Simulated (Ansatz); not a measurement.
## TiTe2: do energies and stresses tell the same story?

All numbers below come from DFT r2SCAN, scalar-relativistic, plane waves, PAW in Ansatz.

Settings: cutoff 500 eV, Γ-centred mesh 12×12×8 on the computed 3-atom cell, Gaussian smearing of 0.10 eV; no spin polarisation.

Relaxed cell: P-3m1, a = 3.800 Å, b = 3.800 Å, c = 6.898 Å, α = 90.00°, β = 90.00°, γ = 120.00°, 3 atoms in the primitive cell. Whether it is the stable form of this composition wasn't checked.

Energies at zero smearing and pressures from the stress tensor, at volumes with shape and atoms relaxed:
```json
{"V (Å³/atom)": "27.033", "E − E(first) (meV/atom)": "0.00", "P (GPa)": "1.402"}
{"V (Å³/atom)": "27.895", "E − E(first) (meV/atom)": "-5.02", "P (GPa)": "0.542"}
{"V (Å³/atom)": "28.758", "E − E(first) (meV/atom)": "-6.45", "P (GPa)": "0.017"}
{"V (Å³/atom)": "29.621", "E − E(first) (meV/atom)": "-5.50", "P (GPa)": "-0.368"}
{"V (Å³/atom)": "30.484", "E − E(first) (meV/atom)": "-2.86", "P (GPa)": "-0.601"}
```

Q: Check P = −dE/dV between neighbouring volumes, and get the bulk modulus from the pressures alone.

A: With 1 eV/Å³ = 160.2 GPa:
```tsv
middle V (Å³/atom)	−ΔE/ΔV (GPa)	mean P (GPa)
27.464	0.932	0.972
28.327	0.266	0.279
29.189	-0.177	-0.175
30.052	-0.490	-0.484
```

The two differ by 0.040 GPa at most. The mean of two end pressures misses the average over a step by about ΔV² P″/12, up to 0.042 GPa here; with that taken off 0.013 GPa remains. Around V = 28.758 Å³/atom, the two neighbours give B = −V ΔP/ΔV = 28.758 × 0.909 / 1.725 = 15.2 GPa, against B0 = 14.9 GPa from the Birch–Murnaghan fit of the energies, which describes these points poorly (B0' = 11.9).

Cost: 6 runs of about 18 core-minutes in all, on Arm Neoverse V2 (shared hosts).